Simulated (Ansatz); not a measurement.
Input:

Ta (bcc, W type)

```yaml
crystal:
  lattice:
    - [-1.65987, 1.65987, 1.65987]
    - [1.65987, -1.65987, 1.65987]
    - [1.65987, 1.65987, -1.65987]
  atoms:
    - { symbol: Ta, position: [0.00000, 0.00000, 0.00000] }
```

E(V) scan at fixed shape, V₀ the volume above. Symmetry pins the atoms to their sites.

These are PBE (plane waves to 420 eV, PAW, scalar-relativistic; Ansatz, an electronic-structure program) values and carry that method's errors. k mesh 20×20×20 (Γ-centred), Fermi-Dirac smearing 0.05 eV. Energies are smeared free energies. Compression counts positive. Spin-orbit coupling is left out, though Ta is heavy. Ta is run without spin polarisation. Ta was relaxed with its symmetry unable to fall. The PAW data are Ansatz's earlier set. ΔE is measured from the relaxed starting cell.

The scan covers V/V₀ from 0.900 to 1.100 in 9 points.

Q: What is the fitted pressure derivative B₀′?

A: 3.8.

Q: What bulk modulus B₀ follows from a third-order Birch-Murnaghan fit?

A: 196 GPa.

(Under strain, the slope of the energy per volume gives the stress and its curvature an elastic modulus.)
